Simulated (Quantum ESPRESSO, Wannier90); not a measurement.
**Ge (P6₃/mmc, model phase), plane waves to Wannier functions**

Structure: Materials Project mp-1007760, symmetrised, not relaxed again. This isn't the element's usual structure (diamond); take it as a model of another phase. Computed values, not measurements, from PBEsol: Quantum ESPRESSO (norm-conserving PseudoDojo potentials, cutoff 63 Ry, spinors with spin-orbit coupling) on a Γ-centred 6×6×4 mesh, then Wannier90. Density: 12×12×6 mesh, cold smearing 0.01 Ry.

On the energy scale of pw.x, whose zero is arbitrary, the Fermi level lies at 9.39 eV.

Input w.win:

```
num_bands = 52
num_wann = 32
exclude_bands = 1-40
spinors = true
num_iter = 1000
conv_tol = 1.0e-6
conv_window = 4
dis_num_iter = 1000
dis_conv_tol = 1.0e-6
dis_froz_max = 10.89
trial_step = 0.5
write_hr = true
write_u_matrices = true
begin projections
f=-0.32031,0.34329,0.06038: s;p
f=0.34547,-0.33391,-0.06372: s;p
f=0.34743,-0.32855,-0.43618: s;p
f=-0.33721,0.34200,0.44056: s;p
end projections
begin unit_cell_cart
ang
    3.9975897861    0.0000000000    0.0000000000
   -1.9987948931    3.4620143087    0.0000000000
    0.0000000000    0.0000000000    6.5993800000
end unit_cell_cart
begin atoms_frac
Ge  -0.3333333333  0.3333333333  0.0629000000
Ge   0.3333333333 -0.3333333333 -0.0629000000
Ge   0.3333333333 -0.3333333333 -0.4371000000
Ge  -0.3333333333  0.3333333333  0.4371000000
end atoms_frac
mp_grid = 6 6 4
begin kpoints
0.0000000000 0.0000000000 0.0000000000
0.0000000000 0.0000000000 0.2500000000
0.0000000000 0.0000000000 0.5000000000
... (141 more lines: the 6x6x4 mesh through Gamma)
end kpoints
```

Input of pw2wannier90.x that gives the overlap and projection files (equivalent; here they were cut from one run over all bands):

```
&inputpp
  outdir = './out'
  prefix = 'pwscf'
  seedname = 'w'
  write_amn = .true.
  write_mmn = .true.
/
```

Output w.wout (banner and timings cut):

```
                                    ------
                                    SYSTEM
                                    ------

                              Lattice Vectors (Ang)
                    a_1     3.997590   0.000000   0.000000
                    a_2    -1.998795   3.462014   0.000000
                    a_3     0.000000   0.000000   6.599380

                   Unit Cell Volume:      91.33353  (Ang^3)

                        Reciprocal-Space Vectors (Ang^-1)
                    b_1     1.571743   0.907446  -0.000000
                    b_2     0.000000   1.814893   0.000000
                    b_3     0.000000  -0.000000   0.952087

 *----------------------------------------------------------------------------*
 |   Site       Fractional Coordinate          Cartesian Coordinate (Ang)     |
 +----------------------------------------------------------------------------+
 | ge   1  -0.33333   0.33333   0.06290   |   -1.99879   1.15400   0.41510    |
 | ge   2   0.33333  -0.33333  -0.06290   |    1.99879  -1.15400  -0.41510    |
 | ge   3   0.33333  -0.33333  -0.43710   |    1.99879  -1.15400  -2.88459    |
 | ge   4  -0.33333   0.33333   0.43710   |   -1.99879   1.15400   2.88459    |
 *----------------------------------------------------------------------------*
                                ------------
                                K-POINT GRID
                                ------------

             Grid size =  6 x  6 x  4      Total points =  144

 *---------------------------------- MAIN ------------------------------------*
 |  Number of Wannier Functions               :                32             |
 |  Number of Objective Wannier Functions     :                32             |
 |  Number of input Bloch states              :                52             |
 |  Output verbosity (1=low, 5=high)          :                 1             |
 |  Timing Level (1=low, 5=high)              :                 1             |
 |  Optimisation (0=memory, 3=speed)          :                 3             |
 |  Length Unit                               :               Ang             |
 |  Post-processing setup (write *.nnkp)      :                 F             |
 |  Using Gamma-only branch of algorithms     :                 F             |
 *----------------------------------------------------------------------------*
 *------------------------------- WANNIERISE ---------------------------------*
 |  Total number of iterations                :              1000             |
 |  Number of CG steps before reset           :                 5             |
 |  Trial step length for line search         :             0.500             |
 |  Convergence tolerence                     :         0.100E-05             |
 |  Convergence window                        :                 4             |
 |  Iterations between writing output         :                 1             |
 |  Iterations between backing up to disk     :               100             |
 |  Write r^2_nm to file                      :                 F             |
 |  Write xyz WF centres to file              :                 F             |
 |  Write on-site energies <0n|H|0n> to file  :                 F             |
 |  Use guiding centre to control phases      :                 F             |
 |  Use phases for initial projections        :                 F             |
 *----------------------------------------------------------------------------*
 *------------------------------- DISENTANGLE --------------------------------*
 |  Using band disentanglement                :                 T             |
 |  Total number of iterations                :              1000             |
 |  Mixing ratio                              :             0.500             |
 |  Convergence tolerence                     :         1.000E-06             |
 |  Convergence window                        :                 3             |
 *----------------------------------------------------------------------------*
 *-------------------------------- PLOTTING ----------------------------------*
 |  Plotting Hamiltonian in WF basis          :                 T             |
 *----------------------------------------------------------------------------*

       ... (k-mesh section left out)

 Starting a new Wannier90 calculation ...

 Reading overlaps from w.mmn

 Reading projections from w.amn

 *------------------------------- DISENTANGLE --------------------------------*
 +----------------------------------------------------------------------------+
 |                              Energy  Windows                               |
 |                              ---------------                               |
 |                   Outer:   -3.44464  to   26.06614  (eV)                   |
 |                   Inner:   -3.44464  to   10.89000  (eV)                   |
 +----------------------------------------------------------------------------+
   Number of target bands to extract:   32

                   Unitarised projection of Wannier functions
                   ------------------------------------------
   A_mn = <psi_m|g_n> --> S = A.A^+ --> U = S^-1/2.A
   In dis_project... done
   Using an inner window (linner = T)
   In dis_proj_froz... done

                   Extraction of optimally-connected subspace
                   ------------------------------------------
 +---------------------------------------------------------------------+<-- DIS
 |  Iter     Omega_I(i-1)      Omega_I(i)      Delta (frac.)           |<-- DIS
 +---------------------------------------------------------------------+<-- DIS
       1      65.26705884      56.51706036       1.548E-01    <-- DIS
       2      58.23205908      54.37291729       7.098E-02    <-- DIS
       3      55.71700048      52.97097951       5.184E-02    <-- DIS
       4      53.88292963      51.97699913       3.667E-02    <-- DIS
       5      52.56534109      51.24998851       2.567E-02    <-- DIS
       6      51.61630987      50.70723502       1.793E-02    <-- DIS
       ... (lines left out)
     100      48.65904718      48.65909524      -9.878E-07    <-- DIS
     101      48.65904757      48.65909285      -9.307E-07    <-- DIS
     102      48.65904796      48.65909063      -8.768E-07    <-- DIS

             <<<      Delta < 1.000E-06  over  3 iterations     >>>
             <<< Disentanglement convergence criteria satisfied >>>

        Final Omega_I    48.65909063 (Ang^2)

 +----------------------------------------------------------------------------+

 Writing checkpoint file w.chk... done

 *------------------------------- WANNIERISE ---------------------------------*
 +--------------------------------------------------------------------+<-- CONV
 | Iter  Delta Spread     RMS Gradient      Spread (Ang^2)            |<-- CONV
 +--------------------------------------------------------------------+<-- CONV

 ------------------------------------------------------------------------------
 Initial State
  WF centre and spread    1  ( -1.972558,  1.186106,  0.391050 )     1.71833426
  WF centre and spread    2  ( -1.972558,  1.186106,  0.391050 )     1.71833429
  WF centre and spread    3  ( -1.996990,  1.154921,  0.222212 )     2.39932329
  WF centre and spread    4  ( -1.996990,  1.154921,  0.222212 )     2.39932341
  WF centre and spread    5  ( -2.024274,  0.996272,  0.519635 )     2.39905829
  WF centre and spread    6  ( -2.024274,  0.996272,  0.519635 )     2.39905778
  WF centre and spread    7  ( -1.997219,  1.285875,  0.519829 )     2.41367390
  WF centre and spread    8  ( -1.997219,  1.285875,  0.519829 )     2.41367441
  WF centre and spread    9  (  2.042390, -1.158396, -0.412014 )     1.73186997
  WF centre and spread   10  (  2.042390, -1.158395, -0.412014 )     1.73186994
  WF centre and spread   11  (  2.000834, -1.154371, -0.202358 )     2.39590555
  WF centre and spread   12  (  2.000834, -1.154371, -0.202358 )     2.39590573
  WF centre and spread   13  (  1.956224, -0.995621, -0.519616 )     2.42260883
  WF centre and spread   14  (  1.956224, -0.995621, -0.519616 )     2.42260896
  WF centre and spread   15  (  2.000534, -1.313356, -0.520490 )     2.40300238
  WF centre and spread   16  (  2.000534, -1.313356, -0.520490 )     2.40300212
  WF centre and spread   17  (  2.044791, -1.140879, -2.887391 )     1.73371380
  WF centre and spread   18  (  2.044791, -1.140879, -2.887391 )     1.73371383
  WF centre and spread   19  (  1.999254, -1.153394, -3.098102 )     2.39431534
  WF centre and spread   20  (  1.999254, -1.153394, -3.098102 )     2.39431530
  WF centre and spread   21  (  1.956339, -0.994508, -2.780014 )     2.42244549
  WF centre and spread   22  (  1.956339, -0.994508, -2.780014 )     2.42244605
  WF centre and spread   23  (  2.000243, -1.329044, -2.779280 )     2.39908425
  WF centre and spread   24  (  2.000243, -1.329044, -2.779280 )     2.39908387
  WF centre and spread   25  ( -2.032924,  1.180691,  2.914186 )     1.71968196
  WF centre and spread   26  ( -2.032924,  1.180691,  2.914186 )     1.71968196
  WF centre and spread   27  ( -2.000597,  1.155046,  3.072421 )     2.40381777
  WF centre and spread   28  ( -2.000597,  1.155046,  3.072421 )     2.40381772
  WF centre and spread   29  ( -1.969616,  0.995946,  2.780110 )     2.39151905
  WF centre and spread   30  ( -1.969616,  0.995946,  2.780109 )     2.39151861
  WF centre and spread   31  ( -2.000238,  1.290077,  2.780169 )     2.41690417
  WF centre and spread   32  ( -2.000238,  1.290077,  2.780169 )     2.41690458
  Sum of centres and spreads (  0.012383,  0.010733,  0.000690 )    71.53051683

      0     0.715E+02     0.0000000000       71.5305167646  <-- CONV
        O_D=      0.1656935 O_OD=     22.7057326 O_TOT=     71.5305168 <-- SPRD
 ------------------------------------------------------------------------------
      1    -0.642E+00     0.7018158216       70.8883578619  <-- CONV
        O_D=      0.1747378 O_OD=     22.0545295 O_TOT=     70.8883579 <-- SPRD
      2    -0.775E+00     0.8521545555       70.1138525762  <-- CONV
        O_D=      0.1974134 O_OD=     21.2573486 O_TOT=     70.1138526 <-- SPRD
      3    -0.360E+00     0.7014123178       69.7541974360  <-- CONV
        O_D=      0.1922604 O_OD=     20.9028464 O_TOT=     69.7541974 <-- SPRD
      4    -0.131E+00     0.4187782653       69.6228234973  <-- CONV
        O_D=      0.1857885 O_OD=     20.7779443 O_TOT=     69.6228235 <-- SPRD
      5    -0.980E-01     0.3069247235       69.5248630487  <-- CONV
        O_D=      0.1859665 O_OD=     20.6798060 O_TOT=     69.5248630 <-- SPRD
       ... (lines left out)
    100    -0.623E-05     0.0027206896       55.0172341316  <-- CONV
        O_D=      0.1164226 O_OD=      6.2417209 O_TOT=     55.0172341 <-- SPRD
       ... (lines left out)
    119    -0.900E-06     0.0012639596       55.0171683317  <-- CONV
        O_D=      0.1163918 O_OD=      6.2416859 O_TOT=     55.0171683 <-- SPRD
    120    -0.894E-06     0.0009106587       55.0171674372  <-- CONV
        O_D=      0.1163952 O_OD=      6.2416816 O_TOT=     55.0171674 <-- SPRD
    121    -0.971E-06     0.0008753815       55.0171664658  <-- CONV
        O_D=      0.1164001 O_OD=      6.2416757 O_TOT=     55.0171665 <-- SPRD
             <<<     Delta < 1.000E-06  over  4 iterations     >>>
             <<< Wannierisation convergence criteria satisfied >>>
 Final State
  WF centre and spread    1  ( -1.403572,  0.810543,  0.654240 )     1.72559238
  WF centre and spread    2  ( -1.403572,  0.810543,  0.654240 )     1.72559255
  WF centre and spread    3  ( -1.997871,  1.153716, -0.299426 )     1.70128841
  WF centre and spread    4  ( -1.997871,  1.153716, -0.299426 )     1.70128850
  WF centre and spread    5  ( -2.593966,  0.810382,  0.653879 )     1.72503847
  WF centre and spread    6  ( -2.593965,  0.810382,  0.653879 )     1.72503821
  WF centre and spread    7  ( -1.998263,  1.841449,  0.653626 )     1.72529864
  WF centre and spread    8  ( -1.998263,  1.841449,  0.653626 )     1.72529871
  WF centre and spread    9  (  2.593964, -0.810538, -0.654496 )     1.72556246
  WF centre and spread   10  (  2.593964, -0.810538, -0.654496 )     1.72556263
  WF centre and spread   11  (  1.999872, -1.153962,  0.299432 )     1.70129115
  WF centre and spread   12  (  1.999872, -1.153962,  0.299432 )     1.70129128
  WF centre and spread   13  (  1.403471, -0.810336, -0.653455 )     1.72502214
  WF centre and spread   14  (  1.403471, -0.810336, -0.653454 )     1.72502199
  WF centre and spread   15  (  1.999128, -1.841316, -0.653779 )     1.72533516
  WF centre and spread   16  (  1.999128, -1.841316, -0.653779 )     1.72533508
  WF centre and spread   17  (  2.594044, -0.810018, -2.646304 )     1.72514964
  WF centre and spread   18  (  2.594044, -0.810018, -2.646304 )     1.72514984
  WF centre and spread   19  (  1.998023, -1.153792, -3.599249 )     1.70132216
  WF centre and spread   20  (  1.998024, -1.153792, -3.599249 )     1.70132210
  WF centre and spread   21  (  1.403684, -0.810454, -2.645500 )     1.72545440
  WF centre and spread   22  (  1.403684, -0.810454, -2.645500 )     1.72545460
  WF centre and spread   23  (  1.998765, -1.841270, -2.645894 )     1.72515351
  WF centre and spread   24  (  1.998764, -1.841270, -2.645894 )     1.72515330
  WF centre and spread   25  ( -2.594045,  0.810535,  2.645838 )     1.72543873
  WF centre and spread   26  ( -2.594045,  0.810535,  2.645838 )     1.72543873
  WF centre and spread   27  ( -1.999473,  1.154176,  3.599252 )     1.70132554
  WF centre and spread   28  ( -1.999473,  1.154176,  3.599252 )     1.70132546
  WF centre and spread   29  ( -1.403523,  0.810359,  2.646035 )     1.72497918
  WF centre and spread   30  ( -1.403523,  0.810358,  2.646035 )     1.72497894
  WF centre and spread   31  ( -1.999256,  1.841346,  2.645849 )     1.72533122
  WF centre and spread   32  ( -1.999256,  1.841346,  2.645849 )     1.72533142
  Sum of centres and spreads (  0.001965,  0.001637,  0.000096 )    55.01716654

         Spreads (Ang^2)       Omega I      =    48.659090630
        ================       Omega D      =     0.116400119
                               Omega OD     =     6.241675717
    Final Spread (Ang^2)       Omega Total  =    55.017166466
```
